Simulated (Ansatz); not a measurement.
Values for one crystal, relaxed and computed with DFT-r²SCAN in the program Ansatz with PAW potentials; other levels are named.

```yaml
volume_per_atom: 19.00 Å³
band_gap: 1.12 eV (indirect)
valence_band_maximum: at Γ
Pressure derivative B′: 4.1
Bulk modulus (Birch–Murnaghan fit): 740 kbar
smallest_direct_gap_on_the_standard_path: 1.43 eV
HSE06 gap on the r²SCAN cell: 1.52 eV
```

Problem. Which compound is it?
(A) ZnS, P6_3mc (Pearson symbol hP16)
(B) KZnF3, cubic perovskite
(C) CaZn2P2, P-3m1 (Ca on 1a, Zn on 2d, P on 2d)
(D) LiPS3, C2/m (Pearson symbol mS20)

Solution. C, CaZn2P2, P-3m1 (Ca on 1a, Zn on 2d, P on 2d)

The first step of the workflow began from a Materials Project structure, measured or hypothetical; the Crystallography Open Database files this formula in space group No. 164, but the cells were not matched. Its standing as an ambient phase is unchecked. The cell was relaxed with r²SCAN under the symmetry of its start; whether a distortion lowers the energy is not shown.

Potentials: the later of the program's two PAW sets.
